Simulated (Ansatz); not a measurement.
Mn₃GeN:
```xyz
5
Lattice="3.7649 0.0000 0.0000 0.0000 3.7649 0.0000 0.0000 0.0000 3.7649" Properties=species:S:1:pos:R:3 pbc="T T T"
Ge     0.0000     0.0000     0.0000
N      1.8825     1.8825     1.8825
Mn     1.8825     1.8825     0.0000
Mn     1.8825     0.0000     1.8825
Mn     0.0000     1.8825     1.8825
```
Starting moments (μB, in the order of the atoms Ge N Mn Mn Mn): -0.2 -0.1 0.9 0.9 0.9.

Relaxed with PBE. Special points in fractions of this cell's reciprocal vectors: Γ (0.000, 0.000, 0.000); X (0.000, 0.500, 0.000); M (0.500, 0.500, 0.000); R (0.500, 0.500, 0.500).

### Question
List the band energies nearest the Fermi level at these points for plane-wave PAW PBE (Ansatz code).

### Answer
In eV from the Fermi level; about four levels below and three above (degenerate sets whole), none deeper than 8.9 eV; points with the same levels are listed once.

```
k                                        below                     above
---  -----------------------------------------  ------------------------
Γ ↑              -1.27 -1.27 -1.27 -0.75 -0.75            0.27 0.27 0.27
X ↑                    -1.20 -1.20 -0.87 -0.31            0.22 0.22 0.49
M ↑                    -0.93 -0.82 -0.78 -0.72            0.81 0.81 0.91
R ↑              -1.90 -1.90 -1.90 -0.90 -0.90       0.37 0.39 0.39 0.39
Γ ↓  -3.18 -3.18 -3.18 -3.18 -3.18 -0.06 -0.06            0.07 0.07 0.07
X ↓                    -0.40 -0.28 -0.28 -0.20            0.29 0.78 0.78
M ↓              -1.35 -1.35 -0.64 -0.36 -0.01            0.57 0.72 1.39
R ↓        -1.77 -1.77 -1.77 -1.30 -1.30 -1.30  0.61 0.61 1.10 1.10 1.10
```

Space group Pm-3m (anti-perovskite). The start of the workflow was typed in or built on a structure type; neither database checked (COD, Materials Project) lists it. Its standing as an ambient phase is unchecked. Symmetry was held in the PBE relaxation; whether a distortion lowers the energy is not shown. The final state is ferromagnetic, the only order run, not a proven ground state. No Hubbard U is applied. Point labels and valley counts follow the cell and symmetry of the run, lower than the named group. Scalar-relativistic: spin–orbit coupling is off unless named, which matters more the heavier the elements.

Potentials: the earlier of the program's two PAW sets.
